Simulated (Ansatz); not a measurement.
C:
```
C
1.0
    0.00000     1.77688     1.77688
    1.77688     0.00000     1.77688
    1.77688     1.77688     0.00000
C
2
Direct
  0.50000   0.50000   0.50000
  0.75000   0.75000   0.75000
```

Relaxed with PBEsol. 

**Question.** HSE06 on this cell (Ansatz, a program for electronic structure, PAW) gives a gap of 5.31 eV. What does PBEsol give?

**Answer.** 4.03 eV.

Cost on shared cores: the PBEsol run (SCF on a 13×13×13 mesh, then bands and DOS) roughly 2.5 core-seconds, the HSE06 run (SCF on 10×10×10, then a few points) around 27 core-seconds (rough); the tasks are unlike.

Space group Fd-3m (diamond). Symmetry was held in the PBEsol relaxation.

Potentials: the later of the program's two PAW sets.

Ansatz is a plane-wave DFT program.
